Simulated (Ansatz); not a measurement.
What DFT gives for ZrB2N5

```xyz
16
Lattice="4.0693 0.0000 0.0000 0.0000 6.5756 0.0000 -1.6997 0.0000 5.8066" Properties=species:S:1:pos:R:3 pbc="T T T"
Zr   -0.0434    1.6439    2.3977
Zr    2.4130    4.9317    3.4089
N    -1.4000    1.6439    5.7613
N     3.7696    4.9317    0.0453
N     2.0727    1.6439    1.2490
N     0.2968    4.9317    4.5576
N     2.3245    0.5333    3.7279
N     0.0450    3.8211    2.0788
N     0.0450    6.0423    2.0788
N     2.3245    2.7545    3.7279
N     0.6211    1.6439    4.7150
N     1.7485    4.9317    1.0916
B     2.0170    1.6439    4.5089
B     0.3526    4.9317    1.2978
B     1.6126    1.6439    0.0377
B     0.7569    4.9317    5.7689
```

Method: r2SCAN, no spin polarisation; PAW, plane waves to 500 eV, 6×4×4 Γ-centred mesh, fermi-dirac occupations (width 0.1 eV) (Ansatz 0.2.0), atoms fixed.

**Formation energy.** 0.30 eV an atom against the elements' usual phases (free molecules for gases, crystals otherwise, with no correction for O₂ or N₂), so at this geometry it isn't bound against them. Relaxing would lower it.
**Forces.** The largest is on N5 (and as large on other atoms): 7.99 eV/Å, components (3.29, 0.00, 7.28). It makes 176° with the line to a nearest neighbour, B15 at 1.30 Å, pointing away from it.
**Charges.** Bader charges in e: Zr +2.46, B +2.31 to +2.34, N -1.61 to -1.25. In the mean Zr gives up most and N takes most.
**Electronic structure.** It is a metal, with about 9.6 states/eV a cell as the mean within 0.25 eV of the Fermi level, mostly N p (89 %).
**Stress.** The pressure is 26.7 GPa (compression positive), so with the atoms held at these fractions the cell would first expand; the forces are large, so a full relaxation may end otherwise. The principal stresses 12.8, 29.5, 37.8 GPa differ, so its shape would change too.

Origin: a known structure type with other elements, at an estimated volume, so it need not be a known compound. Caveats: many states at the Fermi level without spin polarisation, so a magnetic state may lie lower; atoms or cell far from equilibrium.
